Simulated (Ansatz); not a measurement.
CsBH4:
```yaml
crystal:
  lattice:
    - [0.00000, 3.61142, 3.61142]
    - [3.61142, 0.00000, 3.61142]
    - [3.61142, 3.61142, 0.00000]
  atoms:
    - { symbol: Cs, position: [0.00000, 0.00000, 0.00000] }
    - { symbol: B, position: [0.50000, 0.50000, 0.50000] }
    - { symbol: H, position: [0.40123, 0.40123, 0.79630] }
    - { symbol: H, position: [0.40123, 0.79630, 0.40123] }
    - { symbol: H, position: [0.79630, 0.40123, 0.40123] }
    - { symbol: H, position: [0.40123, 0.40123, 0.40123] }
```

Relaxed with PBEsol.

### Question
Map the electron localisation function on the plane through (0.000, 0.000, 0.000) spanned by u = [1, 0, 0] and v = [-1, 1, 1] in lattice vectors, from DFT-PBEsol in the program Ansatz with PAW potentials.

### Answer
x is the fraction of u, y of v (the angle between them is 90°; rows are the nearest grid lines); atoms in the plane: Cs at (0.00, 0.00), B at (0.00, 0.50), H at (0.20, 0.40), H at (0.80, 0.40).
```
y \ x   0.000  0.0769  0.192  0.269  0.346  0.462  0.538  0.654  0.731  0.808  0.923   1.00
------  -----  ------  -----  -----  -----  -----  -----  -----  -----  -----  -----  -----
1.00    0.000   0.201  0.895  0.701  0.091  0.009  0.009  0.091  0.701  0.895  0.201  0.000
0.917   0.704   0.836  0.874  0.627  0.087  0.004  0.004  0.087  0.627  0.874  0.836  0.704
0.833   0.807   0.773  0.509  0.174  0.019  0.001  0.001  0.019  0.174  0.509  0.773  0.807
0.778   0.111   0.094  0.038  0.013  0.003  0.000  0.000  0.003  0.013  0.038  0.094  0.111
0.694   0.263   0.221  0.079  0.024  0.006  0.001  0.001  0.006  0.024  0.079  0.221  0.263
0.611   0.573   0.501  0.250  0.110  0.036  0.003  0.003  0.036  0.110  0.250  0.501  0.573
0.528   0.009   0.155  0.637  0.650  0.389  0.012  0.012  0.389  0.650  0.637  0.155  0.009
0.472   0.009   0.561  0.978  0.979  0.867  0.024  0.024  0.867  0.979  0.978  0.561  0.009
0.389   0.573   0.921   1.00  0.999  0.976  0.032  0.032  0.976  0.999   1.00  0.921  0.573
0.306   0.263   0.564  0.966  0.963  0.671  0.016  0.016  0.671  0.963  0.966  0.564  0.263
0.222   0.111   0.083  0.036  0.028  0.015  0.008  0.008  0.015  0.028  0.036  0.083  0.111
0.167   0.807   0.754  0.313  0.050  0.011  0.011  0.011  0.011  0.050  0.313  0.754  0.807
0.0833  0.704   0.831  0.856  0.472  0.034  0.014  0.014  0.034  0.472  0.856  0.831  0.704
0.000   0.000   0.201  0.895  0.701  0.091  0.009  0.009  0.091  0.701  0.895  0.201  0.000
```

The density is the valence pseudo-density with augmentation charge, so density and ELF within about 1 Å of a nucleus are not all-electron values.

Space group F-43m. The workflow started from a Materials Project entry (that database holds measured and hypothetical structures alike); the Crystallography Open Database copy checked does not list it. Whether it is the stable phase at ambient conditions was not checked. The PBEsol relaxation kept the symmetry of its start; whether a distortion lowers the energy is not shown. Spin–orbit coupling is left out wherever it is not named.

Potentials: the later of the program's two PAW sets.
